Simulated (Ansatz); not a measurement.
TiC (rock salt)

```yaml
crystal:
  lattice:
    - [0.00000, 4.32850, 4.32850]
    - [2.16425, 0.00000, 2.16425]
    - [2.16425, 2.16425, 0.00000]
  atoms:
    - { symbol: C, position: [0.00000, 0.00000, 0.00000] }
    - { symbol: C, position: [0.50000, 0.00000, 0.00000] }
    - { symbol: Ti, position: [0.25000, 0.50000, 0.50000] }
    - { symbol: Ti, position: [0.75000, 0.50000, 0.50000] }
```

A phonon eigenvector at L = (0.5, 0.0, 0.0) is frozen into this cell: atom i moves by Q times the vector below, so Q is the largest atomic displacement, in Å. The cell is held. (q is in reciprocal vectors of the primitive cell; the cell shown is doubled to hold the pattern.)

| atom | x | y | z |
|---|---|---|---|
| C1 | -0.577 | 0.577 | 0.577 |
| C2 | 0.577 | -0.577 | -0.577 |

Atoms not listed stay in place.

Method: r2SCAN (plane waves to 500 eV, PAW, scalar-relativistic; Ansatz, a quantum-chemistry and plane-wave program). k mesh 9×18×18 (Γ-centred), Fermi-Dirac smearing 0.05 eV. Energies are smeared free energies. With partly filled bands, energies and forces of such displacements shift with the k mesh and the smearing. The PAW data are Ansatz's earlier set. TiC is run without spin polarisation. TiC was relaxed with its symmetry unable to fall. The zero of ΔE is the undisplaced structure. The last digit holds for this mesh only.

```
Q (Å)    ΔE (meV/cell)
-------  -------------
-0.2800       withheld
-0.2333         1295.7
-0.1867          836.0
-0.1400          473.1
-0.0933          211.1
-0.0467           52.9
0.0000             0.0
0.0467            52.9
0.0933           211.1
0.1400           473.1
0.1867           836.0
0.2333          1295.7
0.2800        withheld
```

### Question
Fit an even polynomial form (powers 2, 4) to the given rows and predict ΔE at Q = -0.2800.

### Answer
Least squares on the 11 given rows: ΔE = (24320)·Q² + (-9416)·Q⁴, in meV/cell with Q in Å; root-mean-square residual 0.14 meV/cell. At -0.2800 the fit gives 1848.8 meV/cell; the calculation gives 1846.2 meV/cell, so the extrapolation is off by 2.6 (+0.1 %). The quadratic term alone would give 1906.7 meV/cell.

(For displaced atoms, the force is minus the slope of the energy, and its curvature is a force constant, which sets phonon frequencies.)
